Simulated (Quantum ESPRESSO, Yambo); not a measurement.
## AlP under isotropic strain

```xyz
4
Lattice="3.8612 0.0000 0.0000 -1.9306 3.3439 0.0000 0.0000 0.0000 6.3351" Properties=species:S:1:pos:R:3 pbc="T T T"
Al     0.0000     2.2293     0.0003
Al     1.9306     1.1146     3.1678
P      0.0000     2.2293     2.3754
P      1.9306     1.1146     5.5429
```

AlP (wurtzite, space group P6_3mc, No. 186) under isotropic strain (on all lattice vectors), counted from the cell relaxed with PBEsol, atoms relaxed at each step. PBEsol (pw.x of Quantum ESPRESSO, ONCV potentials, without SOC); G0W0 and BSE in Yambo (6×6×2 Γ-centred k mesh, 179 bands and a 10 Ry block in the screening, 179 bands in G with the Bruneval-Gonze terminator, plasmon pole fitted at 27.2 eV; BSE 9×9×4 mesh, 5 valence and 5 conduction bands, static screening with 37 bands and a 4 Ry block, scissor from each state's G0W0).

```csv
strain (%),pressure (GPa),PBEsol gap (eV),kind,G0W0 direct gap (eV),lowest vertical BSE state (eV),RPA ε∞ along x
-3,9.5,1.72,indirect,3.64 at Γ,not resolved,–
-1.5,4.3,1.77,indirect,3.48 at Γ,not resolved,–
-0.7,1.9,1.80,indirect,3.38 at Γ,not resolved,–
0,0.0,1.82,indirect,3.31 at Γ,not resolved,–
+1,-2.5,1.85,indirect,3.20 at Γ,not resolved,–
+2,-4.6,1.87,indirect,3.08 at Γ,not resolved,–
```

Between -0.7 % and +1 % the direct gap at Γ has a volume deformation potential dE/dlnV of -3.2 eV in PBEsol; the block changes size in that range, so no G0W0 slope is given.

GW, BSE and RPA settings are held fixed; their convergence isn't established. Strains are linear. The screening block changes size along the series (299 vectors at -3 %, 299 vectors at -1.5 %, 301 vectors at -0.7 %, 325 vectors at +0 %, 325 vectors at +1 %, 325 vectors at +2 %), which puts steps into the G0W0 values.  Axes are Cartesian, with cell vectors (Å) (3.86, 0.00, 0.00), (-1.93, 3.34, 0.00), (0.00, 0.00, 6.34).

This is not the ordinary phase of the substance; no match was found in the copy of COD used, and its stability was not checked.
